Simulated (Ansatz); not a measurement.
Input deck for Ansatz 0.2.0, then the block of the output on the nuclei.

The cell is a Materials Project structure (computed, not necessarily an observed phase), taken as it stands.

```yaml
crystal:
  lattice:
    - [4.4263205696, -2.5433820888, 0.0]
    - [4.4263205696, 2.5433820888, 0.0]
    - [-0.1002111072, 0.0, 10.1438324298]
  atoms:
    - { symbol: Mg, position: [0.165813, 0.834187, 0.5] }
    - { symbol: Mn, position: [0.338405, 0.833201, 0.236928], spin: 3.0 }
    - { symbol: Mn, position: [0.166799, 0.661595, 0.763072], spin: 3.0 }
    - { symbol: Mn, position: [0.834643, 0.333364, 0.750786], spin: 3.0 }
    - { symbol: Mn, position: [0.666636, 0.165357, 0.249214], spin: 3.0 }
    - { symbol: Cr, position: [0.49908, 0.00072, 0.752331], spin: 3.0 }
    - { symbol: Cr, position: [0.99928, 0.50092, 0.247669], spin: 3.0 }
    - { symbol: O, position: [0.156225, 0.007552, 0.848273] }
    - { symbol: O, position: [0.855899, 0.988147, 0.64965] }
    - { symbol: O, position: [0.992448, 0.843775, 0.151727] }
    - { symbol: O, position: [0.333017, 0.520767, 0.3499] }
    - { symbol: O, position: [0.655677, 0.843446, 0.346033] }
    - { symbol: O, position: [0.836919, 0.656945, 0.847995] }
    - { symbol: O, position: [0.156554, 0.344323, 0.653967] }
    - { symbol: O, position: [0.479233, 0.666983, 0.6501] }
    - { symbol: O, position: [0.343055, 0.163081, 0.152005] }
    - { symbol: O, position: [0.662767, 0.49176, 0.152525] }
    - { symbol: O, position: [0.011853, 0.144101, 0.35035] }
    - { symbol: O, position: [0.50824, 0.337233, 0.847475] }
magnetization:
  spin_polarized: true
kpoints:
  mp_grid: { grid: [5, 5, 2] }
scf:
  occupations: { method: fermi_dirac, width: 0.02 }
hamiltonian:
  xc: pbe
  pseudopotentials: { kind: paw }
output:
  forces: true
  stress: true
  populations: true
  efg:
    quadrupole_moments_barn: { Mg: 0.1994, Mn: 0.33, Cr: -0.15, O: -0.02558 }
    contact_densities: true
```

```sh
ansatz run input.yaml --threads 2 --pin off --max-ram 5120MiB --backend cpu --events-out ev --progress --plain --runs-dir out
```

Of the output, the block on the nuclei alone is shown; the set-up, the SCF iterations, energies, forces and stress are cut. One atom of each set with nearly equal values is shown.

```
--- PAW observables at the nuclei: V_zz in 10²¹ V/m², potentials from the cell's mean, atoms counted from 1 ---
  atom   1  Mg V_zz =    +2.986653   η = 0.5366   by run symmetry: allowed   C_q = +14.4001 MHz
            electrostatic potential = -1101.566480 V   contact ρ = 7796.104086 e/Å³   contact ρ_s (e/Å³): all electrons +0.047000, valence +0.046209
  atom   2  Mn V_zz =    +0.708581   η = 0.2166   by run symmetry: allowed   C_q = +5.6540 MHz
            electrostatic potential = -3024.976045 V   contact ρ = 87798.838906 e/Å³   contact ρ_s (e/Å³): all electrons -1.922280, valence +3.936788
  atom   4  Mn V_zz =    +2.056995   η = 0.8744   by run symmetry: allowed   C_q = +16.4135 MHz
            electrostatic potential = -3024.869680 V   contact ρ = 87798.339096 e/Å³   contact ρ_s (e/Å³): all electrons -1.992660, valence +3.958541
  atom   6  Cr V_zz =    +1.867405   η = 0.5292   by run symmetry: allowed   C_q = -6.7730 MHz
            electrostatic potential = -2855.210779 V   contact ρ = 76322.031452 e/Å³   contact ρ_s (e/Å³): all electrons +3.134882, valence -1.901240
  atom   8  O  V_zz =    -4.553973   η = 0.6323   by run symmetry: allowed   C_q = +2.8167 MHz
            electrostatic potential = -621.467447 V   contact ρ = 2159.428163 e/Å³   contact ρ_s (e/Å³): all electrons +0.137623, valence +0.175369
  atom   9  O  V_zz =    +1.954810   η = 0.4305   by run symmetry: allowed   C_q = -1.2091 MHz
            electrostatic potential = -621.264619 V   contact ρ = 2157.426758 e/Å³   contact ρ_s (e/Å³): all electrons +0.134527, valence +0.139156
  atom  11  O  V_zz =    -2.687619   η = 0.4998   by run symmetry: allowed   C_q = +1.6624 MHz
            electrostatic potential = -621.305172 V   contact ρ = 2157.351343 e/Å³   contact ρ_s (e/Å³): all electrons +0.107789, valence +0.123328
  atom  12  O  V_zz =    -3.216155   η = 0.7291   by run symmetry: allowed   C_q = +1.9893 MHz
            electrostatic potential = -621.437173 V   contact ρ = 2158.729997 e/Å³   contact ρ_s (e/Å³): all electrons +0.185742, valence +0.214144
  atom  13  O  V_zz =    -4.436160   η = 0.4723   by run symmetry: allowed   C_q = +2.7439 MHz
            electrostatic potential = -621.508808 V   contact ρ = 2159.251806 e/Å³   contact ρ_s (e/Å³): all electrons +0.130878, valence +0.195540
  atom  17  O  V_zz =    -4.111196   η = 0.5007   by run symmetry: allowed   C_q = +2.5429 MHz
            electrostatic potential = -621.533140 V   contact ρ = 2159.220522 e/Å³   contact ρ_s (e/Å³): all electrons +0.146105, valence +0.225251
```

The run took 4.8 min of wall time (9 min of CPU time) and 1.4 GiB at its peak, on 2 threads of Intel Xeon Processor @ 2.50GHz (Skylake/Cascade Lake) (x86_64; 62 cores open to the job, memory cap 5.0 GiB, no GPU), a shared host with a load of 0.9 a core.

At this cell the PBE pressure is -8 GPa, so with PBE the cell would shrink if it were relaxed. The entry's cell may itself be off. The largest force is 0.5 eV/Å, so the atoms aren't at the calculated equilibrium and relaxing them would move these values. The moments were started parallel, and the run ended with some of them reversed. The program didn't check the stability of this electronic state in full, so a lower one may lie near. With a gap of 0.8 eV on this mesh, small gradients can still move by 0.1 × 10²¹ V/m² or more as the k-mesh gets denser. The magnetic order is the one that the run reached from its start moments, not necessarily the measured one.
